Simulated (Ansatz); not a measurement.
# Profile along the La–Tl line in LaTl (CsCl type)

LaTl (CsCl type)

```yaml
crystal:
  lattice:
    - [3.97704, 0.00000, 0.00000]
    - [0.00000, 3.97704, 0.00000]
    - [0.00000, 0.00000, 3.97704]
  atoms:
    - { symbol: La, position: [0.00000, 0.00000, 0.00000] }
    - { symbol: Tl, position: [0.50000, 0.50000, 0.50000] }
```

Fields along a shortest La–Tl line of a {110} plane (3.44 Å), from La to Tl, interpolated on the slice's grid (step about 0.2 Å). All values below come from r2SCAN (plane waves to 500 eV, PAW, scalar-relativistic; Ansatz, a quantum-chemistry and plane-wave program). k mesh 12×12×12. Inside the PAW spheres the values are not all-electron values, and peaks at nuclei hang on which shells count as valence. LaTl is run without spin polarisation. LaTl was relaxed with its symmetry unable to fall. Spin-orbit coupling is left out, though Tl is heavy.

| distance from La (Å) | valence electron density (e/Å³) | electron localisation function |
|---|---|---|
| 0.00 | 1.32 | x |
| 0.34 | 1.46 | x |
| 0.69 | 1.58 | 0.80 |
| 1.03 | 0.69 | 0.75 |
| 1.38 | 0.19 | 0.18 |
| 1.72 | 0.13 | 0.15 |
| 2.06 | 0.21 | 0.35 |
| 2.41 | 0.61 | 0.37 |
| 2.75 | 2.20 | 0.30 |
| 3.10 | 5.97 | x |
| 3.44 | 8.92 | x |

x: too close to a nucleus for the ELF to mean much.

Density on the La–Tl line (3.44 Å) at its density minimum, 1.6 Å from La: 0.12 e/Å³. ELF at that point: 0.1.
